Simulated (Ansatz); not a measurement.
SiO₂ (rutile)

```
CELL_PARAMETERS angstrom
      4.19456     0.00000     0.00000
      0.00000     4.19456     0.00000
      0.00000     0.00000     2.67844
ATOMIC_POSITIONS crystal
  Si 0.00000 0.00000 0.00000
  Si 0.50000 0.50000 0.50000
  O  0.30606 0.30606 0.00000
  O  0.80606 0.19394 0.50000
  O  0.19394 0.80606 0.50000
  O  0.69394 0.69394 0.00000
```

The slice is a (010) plane (indices of the conventional cell) through the point (0.194, 0.806, 0.500) (fractional), spanned by u = [001] and v = [100] in vectors of this cell: u (2.68 Å) and v (4.19 Å, at 90° to u). It covers one period; positions are fractions (u, v).

Method: PBEsol (plane waves to 420 eV, PAW, scalar-relativistic; Ansatz, a program for electronic structure). k mesh 8×8×12. Near the nuclei the fields are pseudised (PAW); where an atom keeps semicore shells as valence, they peak there. SiO2 was relaxed with its symmetry unable to fall.

Q: Sketch the electron localisation function (ELF) on this plane as a map.

A: 
```
|xxxxxx889999887744221122447788999988xxxx|
|xxxxxx999999887744221122447788999999xxxx|
|xx88999999998877442211224477889999999988|
|9999999999998866442211224466889999999999|
|9999999988776644221111112244667788999999|
|8888777766554433221111112233445566777788|
|6655554433332222222222222222223333445555|
|3333222211111122334455443322111111222233|
|1111110011112244557777775544221111001111|
|0000000011223366778899887766332211000000|
|0000000011335577889999998877553311000000|
|0000000022446688999999999988664422000000|
|0000001133557788999999999988775533110000|
|0000001144668899999999999999886644110000|
|0000002244778899999999999999887744220000|
|0000112255778899999999999999887755221100|
|0000113355778899999999999999887755331100|
|0000113355778899999999999999887755331100|
|0000112244668899999999999999886644221100|
|0000001133557788999999999988775533110000|
|0000001122335577888899888877553322110000|
|0000000011113344667777776644331111000000|
|2211110000001122334444443322110000001111|
|4444331111000000111111111100000011113344|
|7766554422110000000000000000001122445566|
|9988886644221100000000000000112244668888|
|9999998877552211000000000011225577889999|
|9999999988664422000000000022446688999999|
|xx88889988776633110000001133667788998888|
|xxxxxx888888775522000000225577888888xxxx|
|xxxxxx888888886633110011336688888888xxxx|
|xxxxxx889999886644111111446688999988xxxx|
```
Scale: ten equal steps from 0.03 (start of '0') to 0.87 (end of '9'), in the order '0123456789'. Values: electron localisation function (ELF). The map has 20 points along u (two characters each, u = 0 at the left) and 32 along v (v = 0 in the bottom row). Points within 0.4 Å of a nucleus are blanked (x), as the pseudised field means little there.
